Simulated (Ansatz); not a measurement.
GaCo (CsCl type, Pm-3m) at seven volumes, plane-wave PAW r²SCAN (Ansatz code), scaled uniformly. One row is withheld.

```tsv
V (Å³/atom)	P (GPa)
10.538	22.54
10.885	?
11.233	6.16
11.580	0.00
11.928	-4.92
12.275	-9.10
12.622	-12.53
```

### Question
Fit the shown pressures and predict the withheld one.

### Answer
P = (3/2)B₀(x^(7/2) − x^(5/2))[1 + (3/4)(B′ − 4)(x − 1)] with x = (V₀/V)^(2/3). Least squares on the six rows gives V₀ = 11.584 Å³/atom, B₀ = 184 GPa, B′ = 5.45. At V = 10.885, x = 1.0424 and P = 13.57 GPa. The run itself gave 13.66 GPa.

The cell was relaxed with r²SCAN under the symmetry of its start. Magnetic state: ferromagnetic, the only order run, not a proven ground state. The cell computed holds one magnetic atom, so no antiferromagnetic order was within reach. Other orbital occupations within this spin state were not tried.

Potentials: the later of the program's two PAW sets.
